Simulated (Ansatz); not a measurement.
## MnAs (P6_3/mmc): phonons

Method: LDA, PAW on Ansatz 0.2.0's default frozen-core files (fitted under PBE), scalar-relativistic, spin-polarised.

Cell and atoms were relaxed beforehand by PAW with this functional.

Command line:

```sh
ansatz run input.yaml --threads 2 --pin off --max-ram 8192MiB --backend cpu --events-out ev --progress --plain --runs-dir out
```

Input:

```yaml
crystal:
  lattice:
    - [3.49679515407, 0.0, 0.0]
    - [-1.74839757704, 3.02831343526, 0.0]
    - [0.0, 0.0, 5.24942119305]
  atoms:
    - { symbol: Mn, position: [0.0, 0.0, 0.0], spin: 1.9 }
    - { symbol: Mn, position: [0.0, 0.0, 0.5], spin: 1.9 }
    - { symbol: As, position: [0.333333333333, 0.666666666667, 0.25] }
    - { symbol: As, position: [0.666666666667, 0.333333333333, 0.75] }
magnetization:
  spin_polarized: true
kpoints:
  mp_grid: { grid: [10, 10, 6] }
scf:
  occupations: { method: fermi_dirac, width: 0.05 }
hamiltonian:
  xc: lda
  pseudopotentials: { kind: paw }
phonons:
  supercell: [1, 1, 1]
```

The program printed:

```
Warning: RAYON_NUM_THREADS=2 ignored (pool sized by the plan → 2); use --threads N
Engine: ansatz 0.2.0, x86_64-unknown-linux-gnu
Pseudopotentials: kind: paw
Pseudopotential: Mn, paw, valence charge 15, recommended cutoff 420 eV (normal), Mn.paw.azcp
Pseudopotential: As, paw, valence charge 15, recommended cutoff 420 eV (normal), As.paw.azcp
Functional definition: SPW92
  exchange = slater_x
  correlation = pw_c
Crystal: 4 atoms, lattice volume = 55.588 Å³
Basis set: ecut = 420 eV, 1103 PW (Γ)
Bands: 39, of which v1, the nominal top of the filled ones, is band 30 counted from 1 (29 counted from 0)
Symmetry: 24 space group operations
Space group: P63/mmc (ITA 194), of the structure as read, at distance tolerance 3.8e-5 Å
Magnetic group: BNS 194.263 (UNI 1493), of the structure as read, at distance tolerance 3.8e-5 Å
k-points: 56 of 600
Non-local potential: Mn, projectors of the file, l = 0: 3, l = 1: 2, l = 2: 3, l = 3: 1
Non-local potential: As, projectors of the file, l = 0: 2, l = 1: 2, l = 2: 3, l = 3: 1
PAW form: soft (Blöchl's): semilocal exchange-correlation on the pseudo side does not see the compensation charge
[... 87 lines left out ...]
  E_band       = -727.071897
  E_kinetic    = 833.367271
  E_local      = -6402.888531  (includes V_loc(G=0)·N_el)
  E_nonlocal   = -834.718106
  E_hartree    = 3143.474462
  E_xc         = -389.596735
  E_vxc        = -457.535024  (∫ρ·V_xc dr)
  E_paw        = -5997.252240  (= ΣΔE_a)
  E_vpaw       = -152.246062  (= ΣTr[D̂ρ^β])
  E_aug_tail   = -0.000000  (compensation charges beyond the density's cutoff)
  E_ewald      = -7587.951326
  E_core_change = 4.918366  (= ΣΔE_core)
  E_smearing   = -0.030058  (= −TS)
  E_closure    = 0.000000  (closes the sum)
  Σ components = -17230.676898   (vs F -17230.676898, Δ=0.00e0)
--- Forces (eV/Å), atoms counted from 1 ---
  atom   1  Mn     0.00000000     0.00000000     0.00000000
  atom   2  Mn    -0.00000000     0.00000000    -0.00000000
  atom   3  As    -0.00000000     0.00000000     0.00000000
  atom   4  As     0.00000000    -0.00000000    -0.00000000
  max |Σ_I F_I| component: 2.31e-18 eV/Å
--- Phonons: 3 displaced members + reference (amplitude 0.0025 Å, Σ member SCF iterations 31) ---
  symmetry images taken by strict's conditions (phonons.symmetry_images: auto; settled by a core's charge or kinetic-energy density on sites where symmetry forbids the force that would show it, while other sites can bear one)
  ASR residual: 1.733e-4 → 0.000e0 eV/Å²; symmetrization residual: 6.311e-5 eV/Å²
  largest component of a force at the reference: 3.7e-17 eV/Å
  ASR residual per site (eV/Å²): 1.73e-4 1.73e-4 5.62e-5 5.62e-5
  Γ frequencies (cm⁻¹): 0.00 0.00 0.00 201.78 207.69 207.69 219.25 219.25 223.04 280.36 280.36 296.44
  density of states and harmonic sums: on the 20×20×12 q-mesh, interpolated from the force constants of a 1×1×1 supercell (no non-analytic term)
  largest difference from the sums on the solved wave vectors: F 4.72e-1 eV, S 7.31e-4 and C_V 2.58e-4 eV/K
```

Self-consistency was reached.

Zone-centre phonons:

Harmonic phonons of a crystal by Kohn-Sham DFT at the given cell, standard atomic masses, acoustic sum rule imposed; negative wavenumbers are unstable modes; optical zone-centre levels upwards with Mulliken labels, activity, and the element with most of the kinetic energy.

```
Point group : 6/mmm
```

```tsv
number	phonon wavenumber (cm⁻¹)	label	infrared	raman	lead element
1	201.8	B1g	no	no	As
2	207.7	E2g	no	yes	As
3	219.2	E2u	no	no	Mn
4	223	A2u	yes	no	Mn
5	280.4	E1u	yes	no	Mn
6	296.4	B2u	no	no	Mn
```

Keep in mind: frozen-core PAW files fitted under PBE, their cores solved anew for the functional of the run; a lower magnetic state may exist; responses of metals move with mesh and smearing; the magnetic cell shrank by over 10 per cent from the database entry, so these values may belong to a collapsed low-moment state; zone-boundary modes aren't tested; activity by symmetry alone, a metal screens infrared modes.

Cost: 77 s on 2 threads of AMD EPYC 7R43 64-Core Processor (Zen 3), on a shared host, peak memory 0.95 GiB.
